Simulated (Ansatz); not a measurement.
A generator proposed this cell of Sr4O3.

```yaml
crystal:
  lattice:
    - [4.98978, 0.00000, 0.00000]
    - [-2.49489, 4.32127, 0.00000]
    - [0.00000, 0.00000, 7.69678]
  atoms:
    - { symbol: Sr, position: [0.33333, 0.66667, 0.79885] }
    - { symbol: Sr, position: [0.66667, 0.33333, 0.79885] }
    - { symbol: Sr, position: [0.66667, 0.33333, 0.20115] }
    - { symbol: Sr, position: [0.33333, 0.66667, 0.20115] }
    - { symbol: O, position: [0.50000, 0.00000, 0.00000] }
    - { symbol: O, position: [0.00000, 0.50000, 0.00000] }
    - { symbol: O, position: [0.50000, 0.50000, 0.00000] }
```

Method: DFT PBE, scalar-relativistic, plane waves, PAW in Ansatz 0.2.0. Settings: cutoff 420 eV, Γ-centred mesh 6×6×2 on the computed 7-atom cell, Gaussian smearing of 0.10 eV; no spin polarisation.

Energies over the elements count from the elements' standard structures at the same level (O₂ as a molecule), with no fitted energy shifts.

Question: Estimate its pressure, forces and energy as it stands.

Answer: The pressure is 28.2 GPa (the mean over three directions, positive in compression), the largest force is 3.12 eV/Å, and the energy is −0.69 eV/atom against the elements. The shortest distance is 2.11 Å.

Question: Is it a good guess?

Answer: A poor one: relaxing gains about 1.2 eV/atom (the start's value is from the coarse mesh, so the gain is rough) in 17 ionic steps and ends at −1.89 eV/atom on the finer mesh. The symmetry stays P6/mmm (No. 191). The volume per atom grows by 66.5 %, from 23.7 to 39.5 Å³. The shortest distance goes from 2.11 Å (Sr–O) to 2.40 Å (Sr–O). The ratio c/a of the conventional cell changes by a factor of 0.75. Conventional cell: a = 6.516 Å, c = 7.515 Å. Around Sr lie 3 O at 2.40 Å and 1 Sr at 2.97 Å; O is surrounded by 4 Sr at 2.40 Å.

The last run used a 6×6×6 mesh for its 7-atom cell and Gaussian smearing of 0.10 eV. The relaxation can't lower the symmetry of the start, and the grade says only how near the guess is to its own end. Symmetry constrained the relaxation, so the result can be a saddle point.
